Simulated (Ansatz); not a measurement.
GaN:
```
GaN
1.0
    0.00000     2.10844     2.10844
    2.10844     0.00000     2.10844
    2.10844     2.10844     0.00000
N Ga
1 1
Direct
  0.00000   0.00000   0.00000
  0.50000   0.50000   0.50000
```

Relaxed with r²SCAN. Special points in fractions of this cell's reciprocal vectors: Γ (0.000, 0.000, 0.000); X (0.500, 0.000, 0.500); U (0.625, 0.250, 0.625); K (0.375, 0.375, 0.750); L (0.500, 0.500, 0.500); W (0.500, 0.250, 0.750).

List the band energies nearest the valence-band maximum at these points for r²SCAN in the plane-wave PAW code Ansatz.

In eV from the valence-band maximum; about four levels below and three above (degenerate sets whole), none deeper than 8.9 eV; … stands for higher levels left out; points with the same levels are listed once.

| k | below | above |
|---|---|---|
| Γ | -0.53 -0.53 -0.53 | 2.85 … |
| X | -7.29 -3.15 -3.15 | 1.16 … |
| U | -6.30 -5.80 -2.19 | 3.78 … |
| L | -8.41 -0.20 -0.20 | 5.39 … |
| W | -5.48 -5.48 -4.61 | 5.74 … |

Space group Fm-3m (rock salt). This is a known high-pressure phase of the composition, computed here at zero pressure and temperature. Symmetry was held in the r²SCAN relaxation; phonons on a q-mesh show no instability. Spin–orbit coupling is left out wherever it is not named.

Potentials: the later of the program's two PAW sets.
